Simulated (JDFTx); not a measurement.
Al(111) slab cut from bulk Al (space group Fm-3m, indices of the conventional cell, lattice of the Materials Project entry mp-134, not re-optimised): 4 atoms in 4 planes, a 1x1 cell of 7.06 Å² (|a| = 2.856, |b| = 2.856 Å), 7.0 Å between the outermost planes, cell height 23.0 Å, 8×8×1 k mesh, Fermi smearing 0.01 Ha, no spin polarisation.

Reference level: PBE, GBRV ultrasoft potentials, plane waves to 20/100 Ha, in JDFTx (a modified build). Unrelaxed; liquid: linear PCM (GLSSA13), water, 1 M KF. The reference uses energyDiffThreshold 1e-8 (1e-7 at fixed potential) and fluid knormThreshold 1e-11; each other row changes one option in all its runs. Potentials refer to SHE, placed 4.44 V below the bulk liquid's zero by convention.

Options: reference; energyDiffThreshold 1e-5; energyDiffThreshold 1e-6; energyDiffThreshold 1e-10; fluid knormThreshold 1e-9; fluid knormThreshold 1e-10; fluid knormThreshold 1e-12.

**Question.** Which options move the work function or U_pzc by more than 0.02 from the reference?

**Answer.** fluid knormThreshold 1e-9.

```json
[
 {"option": "reference", "F − F(reference), vacuum (meV/cell)": "0.0", "work function (eV)": "4.098", "U_pzc (V)": "-0.625"},
 {"option": "energyDiffThreshold 1e-5", "F − F(reference), vacuum (meV/cell)": "0.0", "work function (eV)": "4.099", "U_pzc (V)": "-0.618"},
 {"option": "energyDiffThreshold 1e-6", "F − F(reference), vacuum (meV/cell)": "0.0", "work function (eV)": "4.098", "U_pzc (V)": "-0.624"},
 {"option": "energyDiffThreshold 1e-10", "F − F(reference), vacuum (meV/cell)": "0.0", "work function (eV)": "4.098", "U_pzc (V)": "-0.624"},
 {"option": "fluid knormThreshold 1e-9", "F − F(reference), vacuum (meV/cell)": "0.0", "work function (eV)": "4.098", "U_pzc (V)": "-0.598"},
 {"option": "fluid knormThreshold 1e-10", "F − F(reference), vacuum (meV/cell)": "0.0", "work function (eV)": "4.098", "U_pzc (V)": "-0.624"},
 {"option": "fluid knormThreshold 1e-12", "F − F(reference), vacuum (meV/cell)": "0.0", "work function (eV)": "4.098", "U_pzc (V)": "-0.625"}
]
```

A dash marks a run that didn't converge or wasn't made; the third decimal is shown to expose solver noise and isn't converged.
